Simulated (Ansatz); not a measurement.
Values for one crystal, relaxed and computed with plane-wave PAW PBE (Ansatz code); other levels are named.

```yaml
volume_per_atom: 12.92 Å³
band_gap: 0.48 eV (indirect)
hole_effective_mass: 0.18, 0.45, 0.45 mₑ (principal values)
Formation energy from the elements (no fitted shifts): 0.42 eV/atom
smallest_direct_gap_on_the_standard_path: 2.13 eV
electron_effective_mass: 0.21, 0.33, 0.35 mₑ (principal values)
valence_band_maximum: at Γ
```

### Question
Which compound is it?
(A) BP, zinc blende
(B) BAs, P6_222 (B on 3d, As on 3c)
(C) BN, zinc blende
(D) GaAs, zinc blende

### Answer
B, BAs, P6_222 (B on 3d, As on 3c)

The start of the workflow was typed in or built on a structure type; neither database checked (COD, Materials Project) lists it. It is not the phase usual at ambient conditions (space group No. 216). The PBE relaxation kept the symmetry of its start; whether a distortion lowers the energy is not shown. Its formation energy is positive at this level, so the cell may be metastable or incomplete. The references are the lowest solids computed at this level, not always the standard phases. Spin–orbit coupling is left out wherever it is not named.

Potentials: the earlier of the program's two PAW sets.
